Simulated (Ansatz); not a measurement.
SiB₂Os₂:
Space group Cmmm (No. 65); a = 2.910 Å, b = 13.100 Å, c = 2.811 Å, α = β = γ = 90.00°

```csv
atom,site,symmetry,x,y,z
Si,2a,mmm,0.0000,0.0000,0.0000
Os,4j,m2m,0.5000,0.1333,0.5000
B,4i,m2m,0.0000,0.2125,0.0000
```
(The calculation used a cell of 5 atoms; values per cell refer to that cell.)

Relaxed with PBE.

Which orbitals make up the states near the Fermi level in PBE (plane waves, PAW; program Ansatz)?

Within 0.5 eV of the Fermi level: Os 5d 60 %, B 2p 15 %, Si 3p 11 %, Si 3s 6 %. Projections are on Löwdin-orthogonalised atomic valence shells; empty p or d shells of many metals are not among them.

Tabulate the density of states.

States/eV per cell of 5 atoms, in 0.25 eV bins, energy from the Fermi level.

| E (eV) | total | Os 5d | B 2p | Si 3p |
|---|---|---|---|---|
| -7.85 | 1.17 | 0.44 | 0.44 | 0.10 |
| -7.60 | 2.06 | 0.78 | 0.73 | 0.24 |
| -7.35 | 2.45 | 0.91 | 0.81 | 0.34 |
| -7.10 | 2.27 | 0.94 | 0.83 | 0.25 |
| -6.85 | 2.22 | 0.95 | 0.68 | 0.37 |
| -6.60 | 2.34 | 1.06 | 0.70 | 0.36 |
| -6.35 | 2.65 | 1.26 | 0.74 | 0.44 |
| -6.10 | 2.39 | 1.21 | 0.63 | 0.38 |
| -5.85 | 2.62 | 1.46 | 0.66 | 0.35 |
| -5.60 | 3.60 | 2.09 | 0.80 | 0.53 |
| -5.35 | 4.08 | 2.30 | 0.90 | 0.67 |
| -5.10 | 2.83 | 1.56 | 0.65 | 0.50 |
| -4.85 | 3.68 | 2.09 | 0.81 | 0.65 |
| -4.60 | 1.78 | 0.95 | 0.41 | 0.34 |
| -4.35 | 1.73 | 1.14 | 0.31 | 0.20 |
| -4.10 | 2.37 | 1.75 | 0.37 | 0.16 |
| -3.85 | 2.09 | 1.46 | 0.40 | 0.13 |
| -3.60 | 2.39 | 1.71 | 0.40 | 0.15 |
| -3.35 | 2.67 | 2.00 | 0.33 | 0.18 |
| -3.10 | 3.43 | 2.68 | 0.34 | 0.22 |
| -2.85 | 3.84 | 2.98 | 0.37 | 0.20 |
| -2.60 | 3.02 | 2.30 | 0.31 | 0.18 |
| -2.35 | 2.70 | 2.02 | 0.26 | 0.18 |
| -2.10 | 2.34 | 1.81 | 0.19 | 0.19 |
| -1.85 | 2.27 | 1.79 | 0.17 | 0.17 |
| -1.60 | 2.39 | 1.91 | 0.17 | 0.14 |
| -1.35 | 2.42 | 1.93 | 0.16 | 0.11 |
| -1.10 | 2.80 | 2.22 | 0.18 | 0.12 |
| -0.85 | 2.10 | 1.60 | 0.17 | 0.12 |
| -0.60 | 1.88 | 1.35 | 0.16 | 0.15 |
| -0.35 | 2.03 | 1.33 | 0.22 | 0.20 |
| -0.10 | 1.88 | 1.12 | 0.25 | 0.21 |
| 0.15 | 1.72 | 0.99 | 0.31 | 0.19 |
| 0.40 | 1.89 | 1.06 | 0.35 | 0.21 |
| 0.65 | 2.05 | 1.19 | 0.34 | 0.20 |
| 0.90 | 2.32 | 1.39 | 0.34 | 0.22 |
| 1.15 | 3.53 | 2.19 | 0.55 | 0.32 |
| 1.40 | 3.29 | 1.87 | 0.66 | 0.25 |
| 1.65 | 2.26 | 1.19 | 0.46 | 0.23 |
| 1.90 | 2.14 | 1.07 | 0.42 | 0.23 |
| 2.15 | 1.94 | 0.79 | 0.36 | 0.24 |
| 2.40 | 1.92 | 0.76 | 0.37 | 0.21 |
| 2.65 | 1.89 | 0.69 | 0.38 | 0.21 |
| 2.90 | 1.71 | 0.56 | 0.35 | 0.21 |
| 3.15 | 2.03 | 0.64 | 0.44 | 0.25 |
| 3.40 | 2.15 | 0.60 | 0.48 | 0.28 |
| 3.65 | 1.90 | 0.50 | 0.43 | 0.29 |
| 3.90 | 2.12 | 0.54 | 0.52 | 0.35 |
| 4.15 | 2.56 | 0.63 | 0.68 | 0.45 |
| 4.40 | 2.35 | 0.55 | 0.64 | 0.43 |
| 4.65 | 2.16 | 0.46 | 0.57 | 0.45 |

The start of the workflow was typed in or built on a structure type; neither database checked (COD, Materials Project) lists it. Its standing as an ambient phase is unchecked. The PBE relaxation kept the symmetry of its start; whether a distortion lowers the energy is not shown. No spin polarisation was allowed. Its formation energy is positive at this level, so the cell may be metastable or incomplete. Scalar-relativistic: spin–orbit coupling is off unless named, which matters more the heavier the elements.

Potentials: the later of the program's two PAW sets.
